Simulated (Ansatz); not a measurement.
Here is the system:

OsN2:
Space group P6/mmm (No. 191); a = b = 2.7637 Å, c = 4.8919 Å, α = β = 90.00°, γ = 120.00°

| atom | site | symmetry | x | y | z |
|---|---|---|---|---|---|
| Os | 1a | 6/mmm | 0.0000 | 0.0000 | 0.0000 |
| N | 2e | 6mm | 0.0000 | 0.0000 | 0.3834 |

This is the LDA-relaxed structure.

Task: All from LDA (plane waves, PAW; program Ansatz), unless another level is named. Estimate the highest zone-centre frequency.

Result: 2096 cm⁻¹.

Task: What about the Poisson's ratio?

Result: 0.28.

The workflow started from a Materials Project entry (that database holds measured and hypothetical structures alike); the Crystallography Open Database copy checked does not list it. Its standing as an ambient phase is unchecked. The cell was relaxed with LDA under the symmetry of its start; whether a distortion lowers the energy is not shown. The run is not spin-polarised. As this level gives no gap, phonon frequencies hold no LO–TO term and depend on the k-mesh and smearing (Fermi–Dirac, 0.1 eV here). Scalar-relativistic: spin–orbit coupling is off unless named, which matters more the heavier the elements.

Potentials: the later of the program's two PAW sets.
